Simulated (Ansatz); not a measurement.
ZrPbO$_{3}$, first-principles data

ZrPbO$_{3}$:
```xyz
10
Lattice="2.9416 1.6983 4.8599 -2.9416 1.6983 4.8599 0.0000 -3.3967 4.8599" Properties=species:S:1:pos:R:3 pbc="T T T"
Pb     0.0000     0.0000     4.2164
Pb     0.0000     0.0000    11.5063
Zr     0.0000     0.0000     0.2247
Zr     0.0000     0.0000     7.5146
O     -1.2926     0.9915     6.0539
O     -0.2124    -1.6152     6.0539
O      1.5050     0.6237     6.0539
O     -1.6490    -0.7068     8.4839
O      1.4367    -1.0747     8.4839
O      0.2124     1.7815     8.4839
```

Space group R3c (No. 161); conventional cell a = b = 5.883 Å, c = 14.580 Å, α = β = 90.00°, γ = 120.00°.

Method: r²SCAN (plane waves, PAW; program Ansatz). The cell and atoms are relaxed at this level. Other levels are named where they apply.

**Cell and energy**

```
Item                                                          Result
-----------------------------------------------------  -------------
Volume per atom                                             14.57 Å³
Density                                                   7.90 g/cm³
Formation energy from the elements (no fitted shifts)  -2.69 eV/atom
```

**Electronic structure**

```
Property                                                       Value
----------------------------  --------------------------------------
Band gap                                            3.54 eV (direct)
Valence-band maximum                                            at F
Conduction-band minimum                  at F (3 equivalent valleys)
Electron effective mass       0.28, 0.46, 0.53 mₑ (principal values)
Hole effective mass             0.45, 2.0, 3.0 mₑ (principal values)
HSE06 gap on the r²SCAN cell                                 4.13 eV
Gap with spin–orbit coupling                                 3.24 eV
```

**Charges**

```
Property                               Value
-------------  -----------------------------
Bader charges  Pb +1.38, Zr +2.66, O -1.34 e
```

The start of the workflow was typed in or built on a structure type; neither database checked (COD, Materials Project) lists it. COD files the formula under space group No. 38, 55. Whether it is the stable phase at ambient conditions was not checked. The r²SCAN relaxation kept the symmetry of its start; whether a distortion lowers the energy is not shown. No spin polarisation was allowed. The references are the lowest solids computed at this level, not always the standard phases (solids in place of the gases). Scalar-relativistic: spin–orbit coupling is off unless named, which matters more the heavier the elements.

Potentials: the earlier of the program's two PAW sets. The files were generated under PBE; for other functionals the program regenerates the frozen cores, and for LDA and PBEsol the local potential too.
